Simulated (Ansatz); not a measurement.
What DFT gives for SrBe2

```xyz
12
Lattice="6.1383 0.0000 0.0000 -3.0692 5.3159 0.0000 0.0000 0.0000 9.9626" Properties=species:S:1:pos:R:3 pbc="T T T"
Be    0.0000    0.0000    0.0000
Be    0.0000    0.0000    4.9813
Sr   -0.0003    3.5441    0.6177
Sr    3.0689    1.7718    5.5990
Sr   -0.0003    3.5441    4.3636
Sr    3.0692    1.7723    9.3449
Be    3.0692    3.5011    2.4907
Be   -1.4974    4.4085    7.4720
Be    1.5717    0.9074    2.4907
Be    0.0000    1.8149    7.4720
Be    4.5666    0.9074    2.4907
Be    1.4974    4.4085    7.4720
```

Method: r2SCAN, no spin polarisation; PAW, plane waves to 500 eV, 5×5×3 Γ-centred mesh, methfessel-paxton occupations (width 0.0207 eV) (Ansatz 0.2.0), atoms fixed.

**Question.** Is there a gap?

**Answer.** It is a metal, with about 8.7 states/eV a cell as the mean within 0.25 eV of the Fermi level.

**Question.** What does the stress say?

**Answer.** The pressure is -8.9 GPa (compression positive), so with the atoms held at these fractions the cell would first shrink.

**Question.** Which atom feels the largest force, and which way?

**Answer.** The largest is on Be8 (and as large on other atoms): 0.23 eV/Å, components (-0.20, 0.11, 0.00). It makes 150° with the line to a nearest neighbour, Be12 at 2.99 Å, pointing away from it.

**Question.** Which element gives electrons and which takes them?

**Answer.** Bader charges in e: Sr +1.28, Be -0.71 to -0.62. In the mean Sr gives up most and Be takes most.

Origin: a known structure type with other elements, at an estimated volume, so it need not be a known compound.
